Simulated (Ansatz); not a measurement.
**Notes on Sr$_{2}$SnSe$_{4}$**

```yaml
crystal:
  lattice:
    - [4.79299, 0.73243, 1.12330]
    - [-1.02686, 5.41692, 0.39854]
    - [-1.03326, -0.69878, 5.83805]
  atoms:
    - { symbol: Se, position: [0.51383, 0.81303, 0.46079] }
    - { symbol: Se, position: [0.64706, 0.20168, 0.13689] }
    - { symbol: Sr, position: [0.74120, 0.67593, 0.89823] }
    - { symbol: Sr, position: [0.01203, 0.53568, 0.38217] }
    - { symbol: Se, position: [0.84829, 0.17776, 0.73717] }
    - { symbol: Se, position: [0.44587, 0.25229, 0.53287] }
    - { symbol: Sn, position: [0.26149, 0.00297, 0.90544] }
```

The numbers come from plane-wave PAW DFT (Ansatz): m-r2SCAN, no spin polarisation, 500 eV, 4×3×3 (shifted by 0.5, 0, 0 steps) k points, fermi-dirac occupations (width 0.1 eV). Nothing was relaxed.

(1) Which atom feels the largest force, and which way?

(2) Is the cell too large or too small?

(3) Metal or insulator?

(4) What do density and ELF say about some of the short contacts?

(5) What is the formation energy?

Origin: a disordered cell, so it need not be a known compound. Caveats: many states at the Fermi level without spin polarisation, so a magnetic state may lie lower; the k mesh is coarse if the cell is a metal; atoms or cell far from equilibrium; m-r2SCAN is r2SCAN with a changed spin dependence that lowers moments.

Answers

(1) The largest is on Se1: 3.21 eV/Å, components (0.06, -3.17, -0.51). It makes 161° with the line to a nearest neighbour, Se6 at 2.49 Å, pointing away from it.

(2) The pressure is 19.8 GPa (compression positive), so with the atoms held at these fractions the cell would first expand; the forces are large, so a full relaxation may end otherwise. The principal stresses 16.0, 18.8, 24.6 GPa differ, so its shape would change too.

(3) It is a metal, with about 3.2 states/eV a cell as the mean within 0.25 eV of the Fermi level, mostly Se p (50 %) and Sn p (25 %).

(4) Se–Se at 2.43 Å: least valence density 0.56 e/Å³ and ELF 0.51 there. Se–Sn at 2.53 Å: least valence density 0.50 e/Å³ and ELF 0.48 there. Sr–Se at 2.87 Å: least valence density 0.23 e/Å³ and ELF 0.16 there. These are pseudo-fields; inside the PAW spheres they differ from the all-electron ones.

(5) -0.22 eV an atom against the elements' usual phases (free molecules for gases, crystals otherwise, with no correction for O₂ or N₂), so it is bound against them; other compounds may still compete. Relaxing would lower it.
